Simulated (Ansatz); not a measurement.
# Al2O: computed property card

Al2O:
Space group Fm-3m (No. 225); a = 5.6211 Å, b = 5.6211 Å, c = 5.6211 Å, α = 90.00°, β = 90.00°, γ = 90.00°

| atom | site | symmetry | x | y | z |
|---|---|---|---|---|---|
| Al | 8c | -43m | 0.2500 | 0.2500 | 0.2500 |
| O | 4a | m-3m | 0.0000 | 0.0000 | 0.0000 |
(The calculation used a cell of 3 atoms; values per cell refer to that cell.)

Space group Fm-3m (No. 225), anti-fluorite; conventional cell a = 5.621 Å, b = 5.621 Å, c = 5.621 Å, α = 90.00°, β = 90.00°, γ = 90.00°.

Method: plane-wave PAW r²SCAN (Ansatz code). Structure relaxed to zero pressure with the same functional. Other levels are named where they apply.

Cell and energy:

Volume per atom: 14.80 Å³
Density: 2.62 g/cm³
Formation energy from the elements (no fitted shifts): 29 kJ/mol-atom

Electronic structure:

- Electronic character = metallic (no gap)
- Density of states at the Fermi level = 0.70 states/eV per atom (mean over ±0.08 eV)

Mechanics:

- Bulk modulus (Birch–Murnaghan fit): 62.0 GPa
- Pressure derivative B′: 6.0
- Elastic constants (relaxed ions, GPa): C11 = -50.7, C12 = 118, C44 = -91.4
- Mechanical stability: unstable (C has a negative eigenvalue)

Charges:

- Bader charges: Al +0.80, O -1.59 e

The start of the workflow was typed in or built on a structure type; the Crystallography Open Database files this formula in space group No. 225, but the cells were not matched. Its standing as an ambient phase is unchecked. Symmetry was held in the r²SCAN relaxation. Its formation energy is positive at this level, so the cell may be metastable or incomplete. As this level gives no gap, shear constants depend on the k-mesh and smearing (Fermi–Dirac, 0.1 eV here). The references are the lowest solids computed at this level, not always the standard phases (solids in place of the gases).

Potentials: the earlier of the program's two PAW sets. The files were generated under PBE; for other functionals the program regenerates the frozen cores, and for LDA and PBEsol the local potential too.
